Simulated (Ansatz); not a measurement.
Mg:
```xyz
1
Lattice="-1.7781 1.7781 1.7781 1.7781 -1.7781 1.7781 1.7781 1.7781 -1.7781" Properties=species:S:1:pos:R:3 pbc="T T T"
Mg     0.0000     0.0000     0.0000
```

Relaxed with PBEsol.

Task: List the phonon frequencies at the special points (DFPT on a 5×5×5 q-mesh, Fourier-interpolated; PBEsol (plane waves, PAW; program Ansatz)).

Result: In cm⁻¹.

```csv
q,frequencies
Γ,0 0 0
H,238 238 238
N,32i 186 254
P,177 177 177
```

Space group Im-3m (bcc (W type)). The workflow started from a Materials Project entry (that database holds measured and hypothetical structures alike); the Crystallography Open Database copy checked does not list it. It is not the phase usual at ambient conditions (space group No. 194). The PBEsol relaxation kept the symmetry of its start. At this level the phase is mechanically unstable. As this level gives no gap, phonon frequencies hold no LO–TO term and depend on the k-mesh and smearing (Fermi–Dirac, 0.1 eV here).

Potentials: the earlier of the program's two PAW sets.
